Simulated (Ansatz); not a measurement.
According to DFT-PBEsol in the program Ansatz with PAW potentials, Ge₂BSb in the trigonal phase (R3m; B on 3a, Sb on 3a, Ge on 3a, Ge on 3a) relaxes to a = 3.764 Å, c = 19.755 Å. B has 4 nearest neighbours from 2.21 Å (tetrahedral). Against the elements it lies at 0.37 eV/atom, with no fitted shifts.

Electronic character: metallic (no gap).

The start of the workflow was typed in or built on a structure type; neither database checked (COD, Materials Project) lists it. Whether it is the stable phase at ambient conditions was not checked. Symmetry was held in the PBEsol relaxation; its stability against distortions is not shown here. The volume moved by 17 % from the start of the relaxation. Its formation energy is positive at this level, so the cell may be metastable or incomplete. The references are the lowest solids computed at this level, not always the standard phases. Scalar-relativistic: spin–orbit coupling is off unless named, which matters more the heavier the elements.

Potentials: the earlier of the program's two PAW sets. The files were generated under PBE; for other functionals the program regenerates the frozen cores, and for LDA and PBEsol the local potential too.
